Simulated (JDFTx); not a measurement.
- surface: Zr(1 1 -2 1)
- bulk: Zr, P6_3/mmc, lattice of mp-131 (not re-optimised)
- slab: 12 atoms in 12 planes, 1x1, 8.5 Å between the outermost planes
- in-plane cell: 5.611 × 6.103 Å, 30.41 Å²
- cell height: 24.5 Å
- sampling: 4×4×1 k mesh, Fermi smearing 0.01 Ha, no spin polarisation

Method: PBE, GBRV ultrasoft potentials, plane waves to 20/100 Ha, in JDFTx (a modified build). Vacuum. The outer atoms relax from bulk positions, keeping the cell's symmetry; the lattice is not PBE's own optimum in this code, and that strain can shift the moves by a few hundredths of an ångström. Input:

```
lattice \
  10.6023284344 5.3011642078 0.0000000000 \
  0.0000000000 10.2420736538 0.0000000000 \
  0.0000000000 0.0000000000 46.2982900533
coords-type Lattice
ion Zr 0.1346252960 0.3974160740 -0.1734867590 1
ion Zr 0.6956339370 0.9420654590 -0.1419437120 1
ion Zr 0.5899759120 0.4867148430 -0.1104006650 0
ion Zr 0.1509845530 0.0313642270 -0.0788576180 0
ion Zr 0.0453265270 0.5760136120 -0.0473145710 0
ion Zr 0.6063351690 0.1206629960 -0.0157715240 0
ion Zr 0.5006771430 0.6653123810 0.0157715240 0
ion Zr 0.0616857840 0.2099617650 0.0473145710 0
ion Zr 0.9560277590 0.7546111490 0.0788576180 0
ion Zr 0.5170364000 0.2992605340 0.1104006650 0
ion Zr 0.4113783740 0.8439099180 0.1419437120 1
ion Zr 0.9723870150 0.3885593030 0.1734867590 1
ion-species pseudo/zr_pbe_v1.upf
elec-cutoff 20 100
elec-ex-corr gga-PBE
coulomb-interaction Slab 001
coulomb-truncation-embed 0 0 0
kpoint-folding 4 4 1
elec-smearing Fermi 0.01
lcao-params 10
elec-n-bands 91
electronic-scf nIterations 100 energyDiffThreshold 1e-07
ionic-minimize nIterations 10 energyDiffThreshold 1e-5 knormThreshold 4e-4
dump-name vac.$VAR
dump End State Ecomponents EigStats BandEigs Forces ElecDensity IonicPositions Fillings Kpoints Dtot
```

### Question
How far do the free atoms of the upper face move along the normal, and how much energy is released?

### Answer
Zr (atom 12) -0.24 Å, Zr (atom 11) -0.10 Å (positive: outward). The free energy falls by 0.439 eV per cell, 116 mJ/m².
